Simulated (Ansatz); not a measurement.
Ansatz input

```yaml
crystal:
  lattice:
    - [3.100146074, 0.0, 0.0]
    - [-1.550073037, 2.6848052555, 0.0]
    - [0.0, 0.0, 9.6377428329]
  atoms:
    - { symbol: Ga, position: [0.0, 0.0, 1.0] }
    - { symbol: Ga, position: [0.0, 0.0, 0.5] }
    - { symbol: Ga, position: [0.3333333333, 0.6666666667, 0.25] }
    - { symbol: Ga, position: [0.6666666667, 0.3333333333, 0.75] }
hamiltonian:
  xc: r2scan
  pseudopotentials:
    kind: paw
    azcp:
      Ga: "pseudopotentials/Ga.paw.azcp"
basis:
  ecutwfc: 500
  fft_grid_basis: typed
kpoints:
  mp_grid: { grid: [14, 14, 4], shift: [0, 0, 0] }
magnetization:
  spin_polarized: false
scf:
  occupations: { method: fermi_dirac, width: 0.1 }
  lower_state_search: "off"
output:
  stress: true
```

and its output:

```
Engine: ansatz 0.2.0, x86_64-unknown-linux-gnu
Pseudopotentials: kind: paw
Pseudopotential: Ga, paw, valence charge 13, recommended cutoff 500 eV (meta_gga) 
Functional definition: r2SCAN
  parameter k0 = 0.174
  parameter k1 = 0.065
  parameter a1 = 4.9479
  exchange = r2scan_x(k0 = k0, k1 = k1, a1 = a1)
  correlation = r2scan_c
Crystal: 4 atoms, lattice volume = 80.218 Å³
Basis set: ecut = 500 eV, 2039 PW (Γ), exchange–correlation on 96×96×288 points (64 copies of the dense FFT grid, shifted against one another)
Bands: 30, of which v1, the nominal top of the filled ones, is band 26 counted from 1 (25 counted from 0)
Symmetry: 24 space group operations
Space group: P63/mmc (ITA 194), of the structure as read, at distance tolerance 4.3e-5 Å
k-points: 72 of 784
Non-local potential: Ga, projectors of the file, l = 0: 2, l = 1: 2, l = 2: 3, l = 3: 1
PAW form: soft (Blöchl's): semilocal exchange-correlation on the pseudo side does not see the compensation charge
PAW frozen core: Ga, regenerated for the run's functional (the file was generated under x = pbe(κ = 0.804, μ = 0.2195149727645171), c = pbe(β = 0.06672455060314922))
PAW one-centre angular grid: Ga, 590 points (default); XC on 160 Gauss nodes
Initial density: superposition of atomic densities (neutral atoms: chi_scale 0, normalization atom), corrected by the library's trained network
Initial wavefunctions: pseudopotential atomic-orbital guess
Functional: x = r2scan, c = r2scan; τ floored in thin density (d = 2e-4 eV/Å³)
SCF iter   1: F=-15160.320890 eV  HF=-15160.344839 eV  |F-HF|=2.39e-2  |Δ(HF+E_count)|=         —  Δρ=1.13e-2  dr2=3.56e-2  dr2_τ=8.60e-4  ethr=1.77e-3  ⟨swp⟩=5.4  Hψ=17446  notcnv=0  defer=8
automatic band count: the SCF goes on with 34 bands, as 30 were too few: the levels above may hold too much charge
SCF iter   2: F=-15160.352838 eV  HF=-15160.352448 eV  |F-HF|=3.89e-4  |Δ(HF+E_count)|=   7.61e-3  Δρ=3.53e-3  dr2=3.55e-3  dr2_τ=9.48e-5  ethr=6.84e-5  ⟨swp⟩=2.0  Hψ=5668  notcnv=0  defer=92
SCF iter   3: F=-15160.353478 eV  HF=-15160.353129 eV  |F-HF|=3.50e-4  |Δ(HF+E_count)|=   6.80e-4  Δρ=2.59e-3  dr2=2.11e-3  dr2_τ=1.41e-5  ethr=6.83e-6  ⟨swp⟩=2.0  Hψ=4084  notcnv=0  defer=92
SCF iter   4: F=-15160.353786 eV  HF=-15160.353659 eV  |F-HF|=1.28e-4  |Δ(HF+E_count)|=   5.30e-4  Δρ=3.34e-4  dr2=1.02e-4  dr2_τ=3.89e-7  ethr=4.05e-6  ⟨swp⟩=2.0  Hψ=3080  notcnv=0  defer=92
SCF iter   5: F=-15160.353814 eV  HF=-15160.353792 eV  |F-HF|=2.20e-5  |Δ(HF+E_count)|=   1.33e-4  Δρ=1.39e-4  dr2=1.78e-5  dr2_τ=4.87e-8  ethr=1.97e-7  ⟨swp⟩=2.5  Hψ=4062  notcnv=0  defer=92
SCF iter   6: F=-15160.353824 eV  HF=-15160.353824 eV  |F-HF|=6.92e-7  |Δ(HF+E_count)|=   3.19e-5  Δρ=3.31e-5  dr2=7.98e-7  dr2_τ=6.03e-9  ethr=3.42e-8  ⟨swp⟩=3.0  Hψ=4357  notcnv=0  defer=92
SCF iter   7: F=-15160.353824 eV  HF=-15160.353825 eV  |F-HF|=9.33e-7  |Δ(HF+E_count)|=   1.51e-6  Δρ=2.54e-5  dr2=4.14e-7  dr2_τ=3.82e-9  ethr=1.92e-10  ⟨swp⟩=5.0  Hψ=9930  notcnv=0
SCF iter   8: F=-15160.353825 eV  HF=-15160.353825 eV  |F-HF|=8.83e-8  |Δ(HF+E_count)|=   2.95e-7  Δρ=9.42e-6  dr2=9.86e-8  dr2_τ=3.32e-10  ethr=1.92e-10  ⟨swp⟩=3.0  Hψ=10520  notcnv=0
SCF 1 converged in 8 iterations: F = -15160.353825 eV  dr2 = 9.86e-8
SCF converged after 8 iterations
Free energy (F): -15160.353825 eV
Harris-Foulkes:  -15160.353825 eV  (|F-HF|=8.83e-8)
Internal energy: -15160.303568 eV  (E = F + TS)
E sigma→0 (E₀):  -15160.328697 eV
Entropy (-TS):   -0.050257 eV (-12.564 meV/atom)
Fermi energy:    8.852530 eV
--- Per-component energies (eV) ---
  E_band       = -208.198105
  E_kinetic    = 453.122025
  E_local      = -7312.336702  (includes V_loc(G=0)·N_el)
  E_nonlocal   = 1696.238244
  E_hartree    = 3426.329790
  E_xc         = -247.802943
  E_vxc        = -236.810583  (∫ρ·V_xc dr)
  E_paw        = -8000.909157  (= ΣΔE_a)
  E_vpaw       = -1674.562216  (= ΣTr[D̂ρ^β])
  E_aug_tail   = -0.000155  (compensation charges beyond the density's cutoff)
  E_vtau       = 13.508959  (kinetic-family band-sum trace: ∫τ·v_τ [+ j·A + Jᵃ·Aᵃ] dr)
  E_ewald      = -5172.332390
  E_core_change = -2.612279  (= ΣΔE_core)
  E_smearing   = -0.050257  (= −TS)
  E_closure    = -0.000000  (closes the sum)
  Σ components = -15160.353825   (vs F -15160.353825, Δ=0.00e0)
--- Stress (GPa, compression-positive) ---
       -4.564485       0.000000       0.000000
        0.000000      -4.564485       0.000000
        0.000000       0.000000      -5.380177
  P = ⅓ Tr σ = -4.8364 GPa (-48.364 kbar)
```

Command:

```sh
ansatz run input.yaml --threads 1 --pin off --max-ram 3584MiB --backend cpu --events-out ev --progress --plain --runs-dir out
```

On 1 thread of Intel(R) Xeon(R) Platinum 8259CL CPU @ 2.50GHz (Skylake/Cascade Lake) (shared host) this took about 35 s of wall time and 35 s of CPU time.
